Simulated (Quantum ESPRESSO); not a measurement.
**Band energies of GeTe monolayer**

```
GeTe
1.0
    3.87892     0.00000     0.00000
   -1.93946     3.35924     0.00000
    0.00000     0.00000    14.40000
Ge Te
1 1
Direct
  0.33333   0.66667   0.05390
  0.00000   0.00000   0.94610
```

PBE (Quantum ESPRESSO, PseudoDojo norm-conserving, 82 Ry, without SOC); path ΓMKΓ; energies in eV from the valence-band maximum.

| k (1/Å) | point | band 11 | band 12 | band 13 | band 14 | band 15 | band 16 | band 17 | band 18 |
|---|---|---|---|---|---|---|---|---|---|
| 0.00 | Γ | -12.28 | -6.31 | -0.52 | 0.00 | 0.00 | 2.11 | 3.52 | 3.52 |
| 0.10 |  | -12.24 | -6.30 | -0.59 | -0.27 | -0.08 | 2.36 | 3.45 | 3.60 |
| 0.31 |  | -11.98 | -6.28 | -1.90 | -0.54 | -0.35 | 2.26 | 3.95 | 3.99 |
| 0.52 |  | -11.48 | -6.49 | -2.98 | -1.07 | -0.46 | 1.74 | 3.96 | 4.24 |
| 0.73 |  | -10.88 | -7.11 | -3.18 | -1.45 | -1.01 | 1.84 | 3.30 | 4.25 |
| 0.94 | M | -10.54 | -7.53 | -3.02 | -1.58 | -1.41 | 2.08 | 2.95 | 4.22 |
| 1.15 |  | -10.45 | -7.53 | -3.13 | -2.15 | -1.30 | 2.61 | 3.19 | 3.90 |
| 1.37 |  | -10.25 | -7.59 | -3.65 | -2.17 | -1.38 | 2.04 | 4.00 | 4.24 |
| 1.48 | K | -10.20 | -7.61 | -3.75 | -2.08 | -1.44 | 1.94 | 4.20 | 4.20 |
| 1.57 |  | -10.25 | -7.57 | -3.67 | -2.19 | -1.34 | 2.02 | 3.91 | 4.38 |
| 1.77 |  | -10.67 | -7.18 | -3.10 | -2.67 | -0.84 | 2.55 | 3.21 | 4.57 |
| 1.97 |  | -11.28 | -6.61 | -2.88 | -2.14 | -0.41 | 2.62 | 3.32 | 4.46 |
| 2.16 |  | -11.81 | -6.31 | -2.29 | -1.10 | -0.30 | 2.58 | 3.46 | 4.41 |
| 2.36 |  | -12.16 | -6.29 | -1.07 | -0.38 | -0.28 | 2.64 | 3.35 | 3.85 |
| 2.56 | Γ | -12.28 | -6.31 | -0.52 | 0.00 | 0.00 | 2.11 | 3.52 | 3.52 |

The PBE gap is indirect, 1.72 eV, from Γ to 67 % of the way from Γ to M; the smallest direct gap is 2.11 eV.

Without spin-orbit coupling, band edges of such heavy elements can be off by tenths of an eV.

Geometry relaxed with PBEsol.

This is a model layer cut from the bulk structure; whether it is stable on its own was not checked.
